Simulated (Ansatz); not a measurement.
Relaxed-ion elastic tensor of CaTiO3 (cubic perovskite, Pm-3m) in GPa (Voigt order), DFT-LDA in the program Ansatz with PAW potentials; density 4.10 g/cm³, 11.01 Å³ per atom.

```json
[
 {"": "1", "1": "401", "2": "108", "3": "108", "4": "0.0", "5": "0.0", "6": "0.0"},
 {"": "2", "1": "108", "2": "401", "3": "108", "4": "0.0", "5": "0.0", "6": "0.0"},
 {"": "3", "1": "108", "2": "108", "3": "401", "4": "0.0", "5": "0.0", "6": "0.0"},
 {"": "4", "1": "0.0", "2": "0.0", "3": "0.0", "4": "101", "5": "0.0", "6": "0.0"},
 {"": "5", "1": "0.0", "2": "0.0", "3": "0.0", "4": "0.0", "5": "101", "6": "0.0"},
 {"": "6", "1": "0.0", "2": "0.0", "3": "0.0", "4": "0.0", "5": "0.0", "6": "101"}
]
```

Is the crystal mechanically stable?

Yes: the smallest eigenvalue of C is 101 GPa.

Work out the Voigt, Reuss and Hill averages.

K_V = 206, K_R = 206, K_H = 206; G_V = 119, G_R = 116, G_H = 117 GPa.

Give Young's modulus, Poisson's ratio, Pugh's ratio and the universal anisotropy index.

E = 9KG/(3K + G) = 296 GPa; ν = 0.26; K/G = 1.75 (near the Pugh limit of 1.75, no verdict); A_U = 5G_V/G_R + K_V/K_R − 6 = 0.16.

Estimate the sound speeds and the Debye temperature.

v_l = √((K + 4G/3)/ρ) = 9400 m/s, v_t = √(G/ρ) = 5350 m/s, mean 5950 m/s; Θ = (h/k)(3n/4πV)^(1/3) v_m = 796 K.

Give the Zener ratio and Young's modulus along [100], [110] and [111].

A = 2C44/(C11 − C12) = 0.69; 1/E = S11 − 2(S11 − S12 − S44/2)Γ with Γ = 0, 1/4, 1/3 gives 355, 280, 261 GPa.

Solve the Christoffel equation for the three sound speeds along [100], [110], [111].

Eigenvalues of C_ijkl n_j n_l equal ρv². In km/s, slowest first: [100] 4.97, 4.97, 9.88; [110] 4.97, 5.97, 9.31; [111] 5.66, 5.66, 9.12.

The workflow started from an entry of the Crystallography Open Database (COD), which files this formula under 5 space groups. Its standing as an ambient phase is unchecked. The LDA relaxation kept the symmetry of its start. At this level the phase is dynamically unstable (imaginary phonons). The run is not spin-polarised.

Potentials: the later of the program's two PAW sets.
